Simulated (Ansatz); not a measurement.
A geometry of Cu away from equilibrium: the start of the relaxation of a relaxed Cu cell shaken by Gaussian noise of σ = 0.08 Å a coordinate. These are PBE (plane waves to 420 eV, PAW, scalar-relativistic; Ansatz, a quantum-chemistry and plane-wave program) values and carry that method's errors. Γ-centred k-mesh 7×7×7 on the run's cell (coarser than for final values), Fermi–Dirac smearing 0.05 eV.

```xyz
8
Lattice="4.6139 0.0000 0.0000 0.0000 4.6139 0.0000 0.0000 0.0000 4.6139" Properties=species:S:1:pos:R:3:forces:R:3 pbc="T T T" free_energy=-52999.758 pressure_GPa=4.6
Cu     1.1548    -0.0602     2.1970    2.3028   -0.0767   -0.0403
Cu     3.6454     0.0278     2.3643   -2.7669   -0.0348   -0.6360
Cu     0.0797     2.2970     1.0837    0.2837   -0.0504    3.3271
Cu    -0.1139     2.3092     3.6312    0.1535   -0.1773   -3.5868
Cu     2.2253     1.1226     0.1375    0.0698   -0.3627   -0.6386
Cu     2.3949     3.4101     0.0182   -0.4017    0.2974   -0.2763
Cu    -0.0602    -0.0272    -0.1240    0.6813    0.2311    1.0625
Cu     2.4073     2.2729     2.2366   -0.3224    0.1734    0.7885
```

Positions in Å, forces in eV/Å, free energy of the cell in eV (comparable only within this code, potentials and settings). Largest force: 3.59 eV/Å, on Cu4 (atoms numbered as listed); the geometry lies 0.11 eV/atom above the end of its relaxation.

No spin polarisation in the result.

The end of the path is a generated cell of Cu: the first start was made by placing the elements on the sites of a structure type, and the end was not matched to a known phase here, so it may be hypothetical. Known forms of Cu include space group No. 225.
